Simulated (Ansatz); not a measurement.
Ga2PtS4: relaxed-ion elastic tensor

These are results of DFT PBE, scalar-relativistic, plane waves, PAW in Ansatz, not measurements. Settings: 420 eV plane-wave cutoff, Γ-centred 12×12×2 mesh, fixed occupations. No spin polarisation.

The cell, relaxed at this level:
```
CELL_PARAMETERS angstrom
3.60180 0.00000 0.00000
-1.80090 3.11925 0.00000
0.00000 0.00000 15.12291
ATOMIC_POSITIONS crystal
Ga 0.33333 0.66667 0.41832
Ga 0.33333 0.66667 0.58169
Pt 0.00000 0.00000 0.99999
S 0.66667 0.33333 0.91973
S 0.33333 0.66667 0.08025
S 0.00000 0.00000 0.34582
S 0.00000 0.00000 0.65419
```

The structure comes from a proposed guess, relaxed at this level; another structure or a mixture of phases may lie lower. Spin–orbit coupling is left out, which matters for heavy elements. No dispersion correction is applied, so modes and constants that involve weak contacts between layers, chains or molecules come out too soft.

Question: Give the relaxed-ion elastic constants (GPa, Voigt order xx yy zz yz xz xy, on the Cartesian axes of the cell above).

Answer:
C11 = 113.8, C12 = 28.3, C13 = 1.3, C14 = 0.1, C22 = 113.8, C23 = 1.3, C24 = -0.1, C33 = 2.9, C44 = 0.6, C55 = 0.6, C56 = 0.1, C66 = 42.7 GPa; the others vanish.

Question: Is the crystal stable against homogeneous strain?

Answer: Yes: the least eigenvalue of the tensor is 0.6 GPa.

Question: And the moduli of a polycrystal (Hill averages)?

Answer: B = 18 GPa, G = 12 GPa, E = 29 GPa, ν = 0.23.
